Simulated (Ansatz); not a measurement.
A relaxed structure of BeTe. Space group P6₃mc (No. 186), AFLOW prototype AB_hP8_186_ab_ab (B5, as in SiC). All values below come from r2SCAN (plane waves to 500 eV, PAW, scalar-relativistic; Ansatz, a first-principles code).

```xyz
8
Lattice="3.9925 0.0000 0.0000 -1.9963 3.4576 0.0000 0.0000 0.0000 13.1129" Properties=species:S:1:pos:R:3 pbc="T T T"
Be     0.0000     0.0000    13.1080
Be     0.0000     0.0000     6.5516
Be     1.9963     1.1525     9.8392
Be     0.0000     2.3051     3.2827
Te     0.0000     0.0000    10.6627
Te     0.0000     0.0000     4.1062
Te     1.9963     1.1525     7.3762
Te     0.0000     2.3051     0.8197
```

Question: Estimate the band gap that r2SCAN returns for this input.

Answer: 2.56 eV, indirect (valence top at Γ, conduction bottom at 88 % of the way from Γ to M) (no spin-orbit coupling).

Question: Estimate the smallest direct gap that r2SCAN returns for this input.

Answer: 3.35 eV at Γ.

No spin polarisation in the result. Spin-orbit coupling is missing; with elements this heavy it can move band edges by tenths of an eV or more.

The run could not lose the symmetry of its start.

The first start was generated by placing the elements on the sites of a structure type. Materials Project lists a structure of BeTe in the same space group, P6₃mc (No. 186); the sites were not compared with it, nor with measured phases.
